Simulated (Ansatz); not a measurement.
A plane-wave DFT run in Ansatz 0.2.0 (scalar-relativistic PAW potentials unless the input names others): input and command.

```yaml
crystal:
  lattice:
    - [4.1537001214, 0.0, 0.0]
    - [-2.0768500607, 3.5972098248, 0.0]
    - [0.0, 0.0, 6.58752]
  atoms:
    - { symbol: Mg, position: [0.0, 0.0, 0.0] }
    - { symbol: I, position: [0.3333333333, 0.6666666667, 0.75763] }
    - { symbol: I, position: [0.6666666667, 0.3333333333, 0.24237] }
basis:
  ecutwfc: 420
kpoints:
  mp_grid: { grid: [6, 6, 4] }
hamiltonian:
  xc: pbe
  dispersion: d3bjatm
scf:
  occupations: { method: gaussian, width: 0.05 }
output:
  forces: true
  eigenvalues: true
  stress: true
```

```bash
ansatz run input.yaml --threads 1 --pin off --max-ram 1228MiB --backend cpu --events-out ev --progress --plain --runs-dir out
```

Abridged log:
```
Pseudopotentials: kind: paw
Pseudopotential: Mg, paw, valence charge 10, recommended cutoff 420 eV (normal)
Pseudopotential: I, paw, valence charge 17, recommended cutoff 420 eV (normal)
Functional definition: PBE
Crystal: 3 atoms, lattice volume = 98.429 Å³
Basis set: ecut = 420 eV, 1901 PW (Γ), exchange–correlation on 60×60×90 points (8 copies of the dense FFT grid, shifted against one another)
Bands: 27, of which v1, the nominal top of the filled ones, is band 22 counted from 1 (21 counted from 0)
Symmetry: 12 space group operations
Space group: P-3m1 (ITA 164), of the structure as read, at distance tolerance 4.6e-5 Å
k-points: 24 of 144
Initial density: superposition of atomic densities (neutral atoms: chi_scale 0, normalization atom), corrected by the library's trained network
Initial wavefunctions: pseudopotential atomic-orbital guess
Functional: x = pbe(κ = 0.804, μ = 0.21951497), c = pbe(β = 0.06672455)
SCF iter   1: F=—  HF=-16953.640347 eV  |F-HF|=—  |Δ(HF+E_count)|=         —  Δρ=7.31e-4  dr2=4.01e-4  ethr=1.77e-3  ⟨swp⟩=7.8  Hψ=3272  notcnv=0
SCF iter   2: F=—  HF=-16953.639633 eV  |F-HF|=—  |Δ(HF+E_count)|=   7.14e-4  Δρ=4.83e-4  dr2=3.34e-4  ethr=9.12e-7  ⟨swp⟩=3.0  Hψ=1440  notcnv=0  defer=1
SCF iter   3: F=—  HF=-16953.639606 eV  |F-HF|=—  |Δ(HF+E_count)|=   2.66e-5  Δρ=3.03e-4  dr2=1.15e-4  ethr=7.59e-7  ⟨swp⟩=2.1  Hψ=815  notcnv=0
automatic band count: iteration 3 solves 26 bands in place of 27: the levels show a gap, and the empty bands left out lie too high to hold charge; the band table lists the bands solved (type scf.n_extra_bands for more)
SCF iter   4: F=—  HF=-16953.639655 eV  |F-HF|=—  |Δ(HF+E_count)|=   4.87e-5  Δρ=7.71e-5  dr2=9.98e-6  ethr=2.61e-7  ⟨swp⟩=2.9  Hψ=1159  notcnv=0
SCF iter   5: F=—  HF=-16953.639662 eV  |F-HF|=—  |Δ(HF+E_count)|=   6.62e-6  Δρ=3.57e-5  dr2=2.13e-6  ethr=2.27e-8  ⟨swp⟩=3.0  Hψ=1155  notcnv=0
SCF iter   6: F=—  HF=-16953.639661 eV  |F-HF|=—  |Δ(HF+E_count)|=   3.35e-7  Δρ=1.37e-5  dr2=3.14e-7  ethr=4.83e-9  ⟨swp⟩=3.0  Hψ=1136  notcnv=0
SCF iter   7: F=-16953.639661 eV  HF=-16953.639661 eV  |F-HF|=5.33e-9  |Δ(HF+E_count)|=   1.07e-7  Δρ=2.38e-6  dr2=1.17e-8  ethr=2.27e-10  ⟨swp⟩=6.7  Hψ=2675  notcnv=0
SCF 1 converged in 7 iterations: F = -16953.639661 eV  dr2 = 1.17e-8
SCF converged after 7 iterations
Free energy (F): -16953.639661 eV
Harris-Foulkes:  -16953.639661 eV  (|F-HF|=5.33e-9)
Internal energy: -16953.639661 eV  (E = F + TS)
E sigma→0 (E₀):  -16953.639661 eV
Fermi energy:    7.289429 eV
  E_disp       = -0.925779  (pairwise vdW)
--- Forces (eV/Å), atoms counted from 1 ---
  atom   1  Mg     0.00000000     0.00000000     0.00000000
  atom   2  I      0.00000000     0.00000000    -0.34531278
  atom   3  I      0.00000000     0.00000000     0.34531278
--- Stress (GPa, compression-positive) ---
        0.688669       0.000000       0.000000
        0.000000       0.688669       0.000000
        0.000000       0.000000       2.237819
  P = ⅓ Tr σ = 1.2051 GPa (12.051 kbar)
```

Apart from outputs and empty bands, the input differs from a reference run on usual settings in hamiltonian.dispersion: "d3bj" → "d3bjatm". The reference, at the same geometry (not necessarily relaxed), gave pressure 1.07 GPa, largest force 0.346 eV/Å, gap on the mesh 3.33 eV. This run converged in 7 SCF iterations (reference: 7) with an energy at zero smearing 13.65 meV/atom above the reference's (the Hamiltonian itself differs), pressure 1.21 GPa, largest force 0.345 eV/Å, gap on the mesh 3.33 eV.